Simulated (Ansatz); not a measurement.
Cd₂SeS:
```yaml
crystal:
  lattice:
    - [4.24928, 0.00000, 0.00000]
    - [-2.12464, 3.67998, 0.00000]
    - [0.00000, 0.00000, 6.92893]
  atoms:
    - { symbol: Cd, position: [0.00000, 0.00000, 0.48934] }
    - { symbol: Cd, position: [0.33333, 0.66667, 0.01054] }
    - { symbol: Se, position: [0.33333, 0.66667, 0.62645] }
    - { symbol: S, position: [0.00000, 0.00000, 0.12167] }
```

r²SCAN (plane waves, PAW; program Ansatz) gives a gap of 1.22 eV without spin–orbit coupling, maximum at Γ, minimum at Γ.

What happens when spin–orbit coupling is switched on?

The gap shrinks by 0.10 eV, to 1.12 eV; maximum at Γ, minimum at Γ.

Give the electron effective mass with spin–orbit coupling.

0.12, 0.13, 0.13 mₑ (principal values).

Give the hole effective mass with spin–orbit coupling.

0.21, 0.21, 2.2 mₑ (principal values).

Space group P3m1. The first step of the workflow began from a Materials Project structure, measured or hypothetical; the Crystallography Open Database copy checked does not list it. Whether it is the stable phase at ambient conditions was not checked. The cell was relaxed with r²SCAN under the symmetry of its start; whether a distortion lowers the energy is not shown.

Potentials: the later of the program's two PAW sets.
